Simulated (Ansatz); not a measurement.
PbSe:
```
PbSe
1.0
    0.00000     3.05122     3.05122
    3.05122     0.00000     3.05122
    3.05122     3.05122     0.00000
Se Pb
1 1
Cartesian
  0.00000   0.00000   0.00000
  3.05122   3.05122   3.05122
```

Relaxed with PBEsol. Special points in fractions of this cell's reciprocal vectors: Γ (0.000, 0.000, 0.000); X (0.500, 0.000, 0.500); U (0.625, 0.250, 0.625); K (0.375, 0.375, 0.750); L (0.500, 0.500, 0.500); W (0.500, 0.250, 0.750).

Question: List the band energies nearest the valence-band maximum at these points for PBEsol with spin–orbit coupling in the plane-wave PAW code Ansatz.

Answer: In eV from the valence-band maximum; about four levels below and three above (degenerate sets whole), none deeper than 8.9 eV; points with the same levels are listed once.

```
k                    below                          above
-  -----------------------  -----------------------------
Γ  -1.49 -1.49 -1.49 -1.49  3.32 3.32 5.69 5.69 5.69 5.69
X  -3.34 -3.34 -2.84 -2.84            3.86 3.86 4.84 4.84
U  -2.68 -2.68 -2.12 -2.12            3.23 3.23 4.34 4.34
L    -1.16 -1.16 0.00 0.00            0.30 0.30 1.58 1.58
W  -4.00 -4.00 -0.56 -0.56            1.89 1.89 5.08 5.08
```

Space group Fm-3m (rock salt). The cell was relaxed with PBEsol under the symmetry of its start.

Potentials: the later of the program's two PAW sets.
